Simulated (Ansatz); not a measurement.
**Relaxing a structure of Ru**

The start is a relaxed Ru cell displaced along its unstable phonon at q = (½, 0, 0) of its primitive reciprocal cell (254i cm⁻¹), largest move 0.15 Å. Cell shape, volume and atoms are optimised at zero target pressure with PBE (plane waves to 420 eV, PAW, scalar-relativistic; Ansatz, a quantum-chemistry and plane-wave program). First-step values are on the input's coarse k-mesh.

Ansatz input (later rounds restart from its end on a renewed k-mesh):
Ansatz 0.2 input:
```yaml
crystal:
  lattice:
    - [-3.0531711118, 3.0531711118, 3.0531711118]
    - [1.5265855559, -1.5265855559, 1.5265855559]
    - [1.5265855559, 1.5265855559, -1.5265855559]
  atoms:
    - { symbol: Ru, position: [0, -0.0347396242, 0.0347396242] }
    - { symbol: Ru, position: [0.5, 0.0347396242, -0.0347396242] }
basis: { ecutwfc: 420, ecutrho_ratio: 4, xc_grid: 2, fft_grid_basis: typed }
kpoints: { mp_grid: { grid: [15, 15, 15] } }
hamiltonian:
  xc: pbe
  dispersion: none
  pseudopotentials: { azcp: { folder: ./paw }, kind: paw }
scf: { occupations: { method: fermi_dirac, width: 0.05 } }
relax: { f_tol: 0.01, max_steps: 100, cell: { stress_tol: 0.02 } }
output: { forces: true, stress: true }
```

**Question.** What pressure does the first self-consistent step give?

**Answer.** -2.7 GPa (negative: the cell is under tension).

**Question.** What is the largest force in the starting geometry, and on which atom (counted from 1)?

**Answer.** 1.74 eV/Å, on Ru1, Ru2 (atoms numbered as listed).

**Question.** How much energy is released per atom?

**Answer.** 0.43 eV/atom.

**Question.** How does the volume change?

**Answer.** -3.3 %, from 14.23 to 13.77 Å³/atom.

**Question.** How do the shortest distances between atoms change?

**Answer.** The closest pairs of elements (up to four, under 3.6 Å), start → end: Ru–Ru 2.64 → 2.66 Å.

**Question.** What band gap does the relaxed structure have at this level?

**Answer.** No gap (metallic).

**Question.** Give the final cell and atomic positions.

**Answer.** 
```cif
data_Ru2
_chemical_formula_sum 'Ru2'
_space_group_name_H-M_alt 'P63/mmc'
_space_group_IT_number 194
_space_group_name_Hall '-P 6c 2c'
_cell_length_a 2.72202
_cell_length_b 2.72202
_cell_length_c 4.29078
_cell_angle_alpha 90.000
_cell_angle_beta 90.000
_cell_angle_gamma 120.000
loop_
_atom_site_label
_atom_site_type_symbol
_atom_site_symmetry_multiplicity
_atom_site_Wyckoff_symbol
_atom_site_fract_x
_atom_site_fract_y
_atom_site_fract_z
_atom_site_occupancy
Ru1 Ru 2 d 0.66667 0.33333 0.25000 1
```

Final values are on a 20×20×11 k-mesh of the relaxed cell. No spin polarisation in the result.

The run could not lose the symmetry of its start.

Of the parent cell (Im-3m (No. 229)): it is a generated cell of Ru: the first start was made by placing the elements on the sites of a structure type, and the end was not matched to a known phase here, so it may be hypothetical. Known forms of Ru include space group No. 194.
